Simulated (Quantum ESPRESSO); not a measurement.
## Band energies of C

```xyz
4
Lattice="2.4673 0.0000 0.0000 -1.2336 2.1367 0.0000 0.0000 0.0000 7.8031" Properties=species:S:1:pos:R:3 pbc="T T T"
C      0.0000     0.0000     1.9508
C      0.0000     0.0000     5.8523
C      0.0000     1.4245     1.9508
C      1.2336     0.7122     5.8523
```

PBE (Quantum ESPRESSO, PseudoDojo norm-conserving, 82 Ry, scalar-relativistic); path ΓMKΓALHA,LM,KH; energies in eV from the Fermi level.

| k (1/Å) | point | band 4 | band 5 | band 6 | band 7 | band 8 | band 9 | band 10 | band 11 |
|---|---|---|---|---|---|---|---|---|---|
| 0.00 | Γ | -7.17 | -3.05 | -3.05 | -3.05 | -3.05 | 3.40 | 7.60 | 8.38 |
| 0.32 |  | -6.86 | -4.10 | -4.09 | -3.59 | -3.59 | 3.75 | 7.90 | 8.44 |
| 0.74 |  | -7.43 | -6.26 | -5.48 | -5.07 | -5.06 | 5.29 | 7.12 | 7.33 |
| 1.05 |  | -10.25 | -5.97 | -5.96 | -4.55 | -3.86 | 4.09 | 4.47 | 7.19 |
| 1.47 | M | -13.24 | -6.45 | -6.44 | -2.51 | -2.23 | 1.55 | 1.89 | 7.38 |
| 1.89 |  | -12.84 | -8.26 | -8.24 | -1.91 | -1.64 | 1.39 | 1.57 | 9.86 |
| 2.21 |  | -12.38 | -10.35 | -10.34 | -0.69 | -0.44 | 0.48 | 0.63 | 10.83 |
| 2.32 | K | -12.59 | -10.57 | -10.57 | -0.25 | 0.00 | 0.00 | 0.26 | 10.81 |
| 2.64 |  | -11.13 | -9.53 | -9.52 | -2.28 | -1.74 | 1.91 | 2.14 | 9.91 |
| 3.06 |  | -8.52 | -7.09 | -7.08 | -5.10 | -4.37 | 5.35 | 5.54 | 6.59 |
| 3.38 |  | -6.25 | -6.24 | -5.89 | -5.16 | -5.16 | 4.82 | 8.13 | 8.26 |
| 3.80 |  | -7.03 | -3.54 | -3.54 | -3.32 | -3.32 | 3.56 | 7.74 | 8.45 |
| 4.02 | Γ | -7.17 | -3.05 | -3.05 | -3.05 | -3.05 | 3.40 | 7.60 | 8.38 |
| 4.29 |  | -7.41 | -3.05 | -3.05 | -3.05 | -3.05 | 4.18 | 6.11 | 8.38 |
| 4.42 | A | -7.62 | -3.05 | -3.05 | -3.05 | -3.05 | 5.06 | 5.06 | 8.39 |
| 4.62 |  | -7.50 | -3.48 | -3.48 | -3.27 | -3.27 | 5.19 | 5.19 | 8.44 |
| 5.01 |  | -6.51 | -6.15 | -6.15 | -4.54 | -4.54 | 6.20 | 6.20 | 8.31 |
| 5.30 |  | -8.77 | -5.54 | -5.54 | -5.17 | -5.17 | 5.81 | 5.81 | 7.59 |
| 5.69 |  | -12.14 | -6.34 | -6.34 | -2.94 | -2.94 | 2.42 | 2.42 | 7.49 |
| 5.89 | L | -13.25 | -6.44 | -6.44 | -2.36 | -2.36 | 1.68 | 1.68 | 7.43 |
| 6.10 |  | -13.15 | -6.97 | -6.97 | -2.21 | -2.21 | 1.64 | 1.64 | 8.15 |
| 6.42 |  | -12.65 | -9.01 | -9.01 | -1.43 | -1.43 | 1.25 | 1.25 | 10.79 |
| 6.74 | H | -12.61 | -10.57 | -10.57 | 0.00 | 0.00 | 0.00 | 0.00 | 10.36 |
| 6.83 |  | -12.22 | -10.43 | -10.43 | -0.55 | -0.55 | 0.54 | 0.54 | 10.40 |
| 7.21 |  | -10.27 | -8.71 | -8.71 | -3.06 | -3.06 | 3.18 | 3.18 | 9.65 |
| 7.49 |  | -8.45 | -7.01 | -7.01 | -4.82 | -4.82 | 5.55 | 5.55 | 7.96 |
| 7.87 |  | -6.59 | -5.73 | -5.73 | -4.77 | -4.77 | 6.12 | 6.12 | 8.76 |
| 8.25 |  | -7.51 | -3.44 | -3.44 | -3.27 | -3.27 | 5.18 | 5.18 | 8.45 |
| 8.44 | A | -7.62 | -3.05 | -3.05 | -3.05 | -3.05 | 5.06 | 5.06 | 8.39 |
| 8.44 | L | -13.25 | -6.44 | -6.44 | -2.36 | -2.36 | 1.68 | 1.68 | 7.43 |
| 8.84 | M | -13.24 | -6.45 | -6.44 | -2.51 | -2.23 | 1.55 | 1.89 | 7.38 |
| 8.84 | K | -12.59 | -10.57 | -10.57 | -0.25 | 0.00 | 0.00 | 0.26 | 10.81 |
| 9.24 | H | -12.61 | -10.57 | -10.57 | 0.00 | 0.00 | 0.00 | 0.00 | 10.36 |

At this level the gap is closed or nearly so: along the path the highest valence and lowest conduction bands touch, or overlap by less than 0.6 eV, a zero-gap or semimetallic result; the valence top lies at 75 % of the way from K to H, the conduction bottom at K.

Geometry of the Materials Project entry, not relaxed at this level.

The distance between layers or molecules is the database entry's, not relaxed here. Functionals without dispersion can leave it too large, which widens gaps and weakens the response across layers: the numbers belong to this cell.
